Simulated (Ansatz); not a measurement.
The elements of this relaxed trial crystal are hidden behind letters.

```
lattice vectors (Å)
   6.7306    0.0000    0.0000
  -3.3653    5.8289    0.0000
   0.0000    0.0000    6.3887
fractional positions
X 0.0000 0.0000 0.0004
X 0.6667 0.6667 0.4997
X 0.3333 0.0000 0.4997
X 0.0000 0.3333 0.4997
Z 0.3333 0.6667 0.0010
Z 0.6667 0.3333 0.0010
Q 0.3333 0.6667 0.3758
Q 0.0000 0.0000 0.3745
Q 0.6667 0.3333 0.3758
Q 0.6671 0.6671 0.8742
Q 0.3329 0.0000 0.8742
Q 0.0000 0.3329 0.8742
```

These are results of DFT PBE, scalar-relativistic, plane waves, PAW (Ansatz), not measurements. Settings of the last relaxation (12-atom cell): 420 eV, 6×6×4 k points, Gaussian smearing of 0.02 eV, no spin polarisation.

* Space group: P31m (No. 157)
* Conventional cell: a = 6.731 Å, c = 6.389 Å
* Volume per atom: 20.89 Å³
* Density: 2.87 g/cm³
* Formation energy: −0.558 eV/atom
* Gap on the 6×6×4 mesh of the 12-atom cell: 1.71 eV

Energies are uncorrected and count from the elements' standard states at the same level.

Question: X is a p-block element of period 3, Z is a p-block element of period 4 and Q is a p-block element of period 3. Which elements are they?

Answer: X = Al, Z = Ga, Q = P, so the formula is Al2GaP3. Density times volume gives a mean mass of 2.87 × 20.89/1.6605 = 36.1 u per atom, and this set has 36.1 u. Al on a site of symmetry 3m has 4 P at 2.38–2.39 Å; around Ga lie 4 P at 2.39–2.40 Å; P on a site of symmetry 3 has 3 Al at 2.38 Å and 1 Ga at 2.40 Å; 3 more sites not described. Other sets within the hints have nearly the same mass, so mass alone doesn't settle it; this one was computed.

Kohn–Sham gaps at this level usually fall short of measured ones. A later test with randomly moved atoms came back to the same energy, though modes that don't fit the test's cell weren't probed.
